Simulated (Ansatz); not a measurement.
**YMn$_{2}$Si$_{2}$: do energies and stresses tell the same story?**

These are results of DFT PBEsol, scalar-relativistic, plane waves, PAW (Ansatz 0.2.0), not measurements.

Cutoff 420 eV; k points 12×12×12 on the computed 5-atom cell (Γ-centred); Gaussian smearing, width 0.10 eV; collinear spin from starting moments 0 1.86 1.86 0 0 μB.

Relaxed cell: I4/mmm, a = 3.844 Å, b = 3.844 Å, c = 10.231 Å, α = 90.00°, β = 90.00°, γ = 90.00°, 5 atoms in the primitive cell. Whether it is the stable form of this composition wasn't checked.

Energies at zero smearing and pressures from the stress tensor, at volumes with shape and atoms relaxed:
```tsv
V (Å³/atom)	E − E(first) (meV/atom)	P (GPa)
14.210	0.00	10.21
14.664	-20.76	4.67
15.117	-27.05	-0.01
15.571	-21.15	-3.96
16.024	-5.00	-7.27
```

Question: Check P = −dE/dV between neighbouring volumes, and get the bulk modulus from the pressures alone.

Answer: With 1 eV/Å³ = 160.2 GPa:
```
middle V (Å³/atom)  −ΔE/ΔV (GPa) mean P (GPa)
            14.437         7.334         7.438
            14.891         2.222         2.330
            15.344        -2.084        -1.982
            15.798        -5.707        -5.614
```

The two differ by 0.11 GPa at most. The mean of two end pressures misses the average over a step by about ΔV² P″/12, up to 0.08 GPa here; with that taken off 0.05 GPa remains. The stress is the derivative of the free energy, not of the energy at zero smearing, and with free energies 0.00 GPa remains. The largest site moment goes from 1.58 to 1.82 μB along the series, which bends P(V). Around V = 15.117 Å³/atom, the two neighbours give B = −V ΔP/ΔV = 15.117 × 8.62 / 0.907 = 143.7 GPa, against B0 = 143.4 GPa from the Birch–Murnaghan fit of the energies.

Only parallel moments were tried here.

Only this magnetic start was tried.